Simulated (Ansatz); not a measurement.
Clean, relaxed (100) surface of Ta, space group Im-3m (No. 229) (top face towards +c; atoms held fixed, by place in the list: 1, 2):

```
Ta
1.0
     3.28052    0.00000    0.00000
     0.00000    3.28052    0.00000
     0.00000    0.00000   23.56104
Ta
5
Direct
  0.50000 0.50000 0.36077
  0.00000 0.00000 0.43038
  0.50000 0.50000 0.50029
  0.00000 0.00000 0.57102
  0.50000 0.50000 0.63087
```

The calculation used DFT PBEsol, scalar-relativistic, plane waves, PAW in Ansatz. Plane waves to 420 eV, a k mesh through Γ of 9×9×1 on the computed 5-atom cell and Gaussian smearing (0.10 eV); no spin polarisation. The cell repeats along c with a dipole correction in the vacuum.

The adsorption energy is E(slab + adsorbate) − E(slab) − E(free adsorbate, spin-polarised where open-shell). With the adsorbate the cell is lengthened along c to keep the vacuum.

Task: CH is put at the hollow (over Ta) at (0.00, 0.00) site, one adsorbate per 10.8 Å². What structure does it relax to?

Result: E_ads = -8.66 eV. Contacts: C–Ta 2.23 Å, C–Ta 2.38 Å. Bonds within the adsorbate: C–H 1.11 Å.

```
CELL_PARAMETERS angstrom
3.28052 0.00000 0.00000
0.00000 3.28052 0.00000
0.00000 0.00000 26.66104
ATOMIC_POSITIONS crystal
Ta 0.50000 0.50000 0.31882
Ta 0.00000 0.00000 0.38034
Ta 0.50000 0.50000 0.44023
Ta 0.00000 0.00000 0.50157
Ta 0.50000 0.50000 0.56494
C 0.00000 0.00000 0.58502
H 0.00000 0.00000 0.62674
```

Each end is the local minimum or symmetric point that its start leads to. The slab is only 6.6 Å thick, so the energies aren't converged with thickness.

The adsorbed runs have no spin polarisation, so weakly bound open-shell ends lie too high.